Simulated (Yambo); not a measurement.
```xyz
6
Lattice="4.0692 0.0000 0.0000 0.0000 4.0692 0.0000 0.0000 0.0000 5.8139" Properties=species:S:1:pos:R:3 pbc="T T T"
O      0.0000     0.0000     2.9070
O      2.0346     2.0346     2.9070
F      2.0346     2.0346     0.0000
F      0.0000     0.0000     0.0000
La     2.0346     0.0000     4.1611
La     0.0000     2.0346     1.6528
```

Workflow: norm-conserving PBEsol (Quantum ESPRESSO, 110 Ry, scalar-relativistic), then G0W0 in Yambo (4×4×2 Γ-centred k mesh, 144 bands and a 7 Ry block in the screening, 144 bands in G with the Bruneval-Gonze terminator, plasmon pole fitted at 27.2 eV).

### Question
Give the PBEsol and G0W0 gaps between the band edges found on this mesh, and say where the edges lie.

### Answer
Edges: (0.25, 0.25, -0.5) → A. PBEsol: 4.59 eV; G0W0: 7.55 eV. Among the k points computed, the smallest G0W0 gap is 7.07 eV, (0.25, 0.25, -0.5) → M. Nearest settings tried, and what they do to the gap: 1 Ry block (17 vectors against 221): +1572 meV. Not varied: bands in G, bands in W, mesh. So the settings aren't converged at that level. The 4f states are in the valence at their DFT position.

Geometry of the Materials Project entry, not relaxed at this level.

The structure is a Materials Project entry; no match was found in the copy of COD used, and its stability was not checked.
